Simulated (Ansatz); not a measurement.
Uniaxial strain in SnSe₂

Cell: an entry of the Crystallography Open Database (COD), ions relaxed with PBE at fixed cell.

```yaml
crystal:
  lattice:
    - [3.81100, 0.00000, 0.00000]
    - [-1.90550, 3.30042, 0.00000]
    - [0.00000, 0.00000, 6.13600]
  atoms:
    - { symbol: Sn, position: [0.00000, 0.00000, 0.00000] }
    - { symbol: Se, position: [0.33333, 0.66667, 0.26170] }
    - { symbol: Se, position: [0.66667, 0.33333, 0.73830] }
```

Sites (sets of like atoms) are named by element and the number of their first atom in this list.

Method: Kohn–Sham DFT in Ansatz, PBE, plane waves and PAW, scalar-relativistic, 420 eV cutoff, Γ-centred 13×13×7 k-points, Fermi–Dirac smearing 0.02 eV.

The cell is stretched along z (the third Cartesian axis of the run's cell), x and y held, and the ions relax again each time. Tension counts as positive.

| strain along z (%) | stress along z (GPa) | stress along x (GPa) | gap on the k-mesh (eV) |
| --- | --- | --- | --- |
| -3 | -3.2 | -3.7 | 0.36 |
| -2 | -2.7 | -3.4 | 0.42 |
| -1 | -2.3 | -3.2 | 0.47 |
| 0 | -1.9 | -3.0 | 0.53 |
| +1 | -1.7 | -2.8 | 0.57 |
| +2 | -1.5 | -2.7 | 0.57 |
| +3 | ? | ? | ? |

Task: Estimate the row at +3 % from the others.

Result: stress along z (GPa): -1.2; stress along x (GPa): -2.5; gap on the k-mesh (eV): 0.57. Worked: parabolas through the other 6 rows give -1.3 and -2.6 GPa at +3 %. Their slopes at zero strain are 32 GPa (the stiffness along z) and 19 GPa (the coupling of z to x). They hold at this cell, where the calculated pressure is 2.6 GPa. The gap opens by 48 meV per per cent of stretch between the rows next to zero strain; the parabola gives 0.59 eV for the withheld row.

PBE gaps are too small, by a third to a half in many semiconductors; their changes with strain are better.

All values belong to this cell and structure model.
